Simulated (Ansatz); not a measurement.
Relaxed-ion elastic tensor of WC (zinc blende, F-43m) in GPa (Voigt order), r²SCAN (plane waves, PAW; program Ansatz); density 12.71 g/cm³, 12.80 Å³ per atom.

```
 347   242   242   0.0   0.0   0.0
 242   347   242   0.0   0.0   0.0
 242   242   347   0.0   0.0   0.0
 0.0   0.0   0.0  25.0   0.0   0.0
 0.0   0.0   0.0   0.0  25.0   0.0
 0.0   0.0   0.0   0.0   0.0  25.0
```

Task: Is the crystal mechanically stable?

Result: Yes: the smallest eigenvalue of C is 25.0 GPa.

Task: Work out the Voigt, Reuss and Hill averages.

Result: K_V = 277, K_R = 277, K_H = 277; G_V = 36.0, G_R = 31.6, G_H = 33.8 GPa.

Task: Give Young's modulus, Poisson's ratio, Pugh's ratio and the universal anisotropy index.

Result: E = 9KG/(3K + G) = 97.4 GPa; ν = 0.44; K/G = 8.21 (ductile by the Pugh limit of 1.75); A_U = 5G_V/G_R + K_V/K_R − 6 = 0.70.

Task: Estimate the sound speeds and the Debye temperature.

Result: v_l = √((K + 4G/3)/ρ) = 5040 m/s, v_t = √(G/ρ) = 1630 m/s, mean 1860 m/s; Θ = (h/k)(3n/4πV)^(1/3) v_m = 236 K.

Task: Give the Zener ratio and Young's modulus along [100], [110] and [111].

Result: A = 2C44/(C11 − C12) = 0.48; 1/E = S11 − 2(S11 − S12 − S44/2)Γ with Γ = 0, 1/4, 1/3 gives 148, 83.3, 72.7 GPa.

Task: Solve the Christoffel equation for the three sound speeds along [100], [110], [111].

Result: Eigenvalues of C_ijkl n_j n_l equal ρv². In km/s, slowest first: [100] 1.40, 1.40, 5.23; [110] 1.40, 2.03, 5.02; [111] 1.85, 1.85, 4.94.

The start of the workflow was typed in or built on a structure type; neither database checked (COD, Materials Project) lists it. It is not the phase usual at ambient conditions (space group No. 187). Symmetry was held in the r²SCAN relaxation; whether a distortion lowers the energy is not shown. No spin polarisation was allowed. Its formation energy is positive at this level, so the cell may be metastable or incomplete. As this level gives no gap, shear constants depend on the k-mesh and smearing (Fermi–Dirac, 0.1 eV here). Spin–orbit coupling is left out wherever it is not named.

Potentials: the later of the program's two PAW sets.
